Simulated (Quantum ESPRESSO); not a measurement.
## Kohn-Sham bands of MgH2 (rutile)

```yaml
crystal:
  lattice:
    - [4.47669, 0.00000, 0.00000]
    - [0.00000, 4.47669, 0.00000]
    - [0.00000, 0.00000, 2.99254]
  atoms:
    - { symbol: Mg, position: [0.50000, 0.50000, 0.50000] }
    - { symbol: Mg, position: [0.00000, 0.00000, 0.00000] }
    - { symbol: H, position: [0.69557, 0.69557, 0.00000] }
    - { symbol: H, position: [0.30443, 0.30443, 0.00000] }
    - { symbol: H, position: [0.80443, 0.19557, 0.50000] }
    - { symbol: H, position: [0.19557, 0.80443, 0.50000] }
```

Structure: Materials Project mp-23710, symmetrised, not relaxed again. COD (Crystallography Open Database) has an entry of this formula and space group (matched by these alone). Method: LDA plane waves in Quantum ESPRESSO 7.5 (PseudoDojo norm-conserving files, 68 Ry, no spin polarisation, no spin-orbit coupling), Bloch states on a 8×8×10 mesh through Γ, Wannier90 4.0.1. Density: 8×8×10 mesh, cold smearing 0.01 Ry.

Energies are relative to the valence-band maximum; weights are on the orthonormalised atomic waves of the pseudopotential files, averaged over the group. 24 electrons a cell are treated as valence.

Into which isolated groups do the bands fall, where do they lie and what are they made of?


```json
[
 {"bands": "1–2", "from (eV)": "-73.05", "to (eV)": "-73.05", "filling": "filled", "weight on atomic waves": "Mg 2s 99 %"},
 {"bands": "3–8", "from (eV)": "-40.47", "to (eV)": "-40.43", "filling": "filled", "weight on atomic waves": "Mg 2p 100 %"},
 {"bands": "9–12", "from (eV)": "-6.73", "to (eV)": "0.00", "filling": "filled", "weight on atomic waves": "H 1s 83 %, Mg 3s 14 %"}
]
```

The Kohn-Sham gap over both meshes and the path is 3.39 eV.
